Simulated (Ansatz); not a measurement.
# Sb, one cell by several methods

```xyz
1
Lattice="-1.5050 1.5050 2.4800 1.5050 -1.5050 2.4800 1.5050 1.5050 -2.4800" Properties=species:S:1:pos:R:3 pbc="T T T"
Sb    0.0000    0.0000    0.0000
```

The cell comes from COD entry 9013010, which wasn't checked; take it as a given geometry.

No spin–orbit coupling, which matters for the heavy atoms here.

All numbers are computed: DFT, PBEsol, PAW with Ansatz's default frozen-core files, scalar-relativistic (Ansatz 0.2.0); DFT, PBEsol, all-electron PAW with datasets made for the crystal, scalar-relativistic (Ansatz 0.2.0); DFT, PBEsol, all-electron LAPW, scalar-relativistic (Ansatz 0.2.0).

For PAW: a Γ-centred 19×19×19 k mesh, Fermi–Dirac smearing of 0.05 eV, cutoff 420 eV, no spin polarisation; the PAW files were made with PBE, and the program remakes their frozen cores for this functional. The crystal-made all-electron datasets (AE datasets) take a cutoff of 180 eV at this cell. LAPW targets a basis error of 0.25 meV/atom. The Ansatz runs share mesh, smearing and spin set-up. Plane-wave (PAW) pressures include the program's estimate of the Pulay term.

Stress and pressure are positive in compression.

No spin–orbit coupling: at heavy atoms the gradients can be off by tens of per cent for that reason.

In a metal, gradients converge slowly with the k mesh: the values move by tens of per cent from one mesh to another, at times in sign, so only the comparison on one mesh counts.

Levels count from the Fermi level.

```csv
quantity,PAW,AE datasets,LAPW
pressure (GPa),15.12,15.13,15.13
stress xx (GPa),15.78,15.80,15.80
stress zz (GPa),13.79,13.80,13.80
highest filled level at M (eV),-6.808,-6.809,-6.809
lowest empty level at M (eV),1.934,1.932,1.932
highest filled level at Γ (eV),-14.575,-14.573,-14.573
lowest empty level at Γ (eV),6.433,6.431,6.431
highest filled level at S (eV),-4.756,-4.757,-4.757
lowest empty level at S (eV),3.706,3.704,3.704
field gradient Vzz at Sb (10²¹ V/m²),3.79,3.92,–
```

PAW's pressure differs from the LAPW value by about 0.01 GPa or less.
